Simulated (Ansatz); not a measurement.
## TiPd: energy along a strain

TiPd, Pm-3m, a = 3.180 Å (as given, not relaxed at this level: -6.9 GPa). The structure is a COD entry; whether it is the stable form wasn't checked. Ansatz: PBEsol, PAW, 420 eV, Γ-centred 16×16×16 mesh on 2 atoms, Gaussian smearing 0.15 eV; no spin polarisation. Cell vectors (Å): 3.180 0.000 0.000; 0.000 3.180 0.000; 0.000 0.000 3.180. The cell is strained by x per cent times the pattern (1 0 0 0 0 0) in the order xx yy zz yz xz xy (engineering shears), with fractional coordinates held. y is the free energy over the start, V0 = 16.079 Å³/atom.

```
x (%) y (meV/atom)
-6.00             ?
-4.50        -19.45
-3.00        -15.76
-1.50         -9.17
 0.00          0.00
 1.50         11.68
 3.00         25.92
 4.50         42.63
 5.25         51.85
 6.00         61.63
```

**Question.** Fit y = c1 x + c2 x² + c3 x³ to the other rows, get the stiffness along the pattern, and predict the missing energy.

**Answer.** Least squares on the rows shown. y = 6.9717 x + 0.57118 x² − 0.0035143 x³. The clamped-ion stiffness p·C·p = 2 × 5.712 eV × 160.2 / 16.079 Å³ = 114 GPa, which is C11 in these axes (second derivative at the start, which stands under stress). At x = -6.00 the fit asked for gives -20.51 meV/atom. The run gave -19.91 meV/atom, so the fit is 0.60 meV/atom too low, 0.74 % of the span of the series, against an rms of 0.04 meV/atom on the fitted rows. The row lies outside the fitted range. With a term in x⁴ added, a fit to the same known rows predicts -20.28 meV/atom, which recovers part of the miss; the known rows don't hold the rest.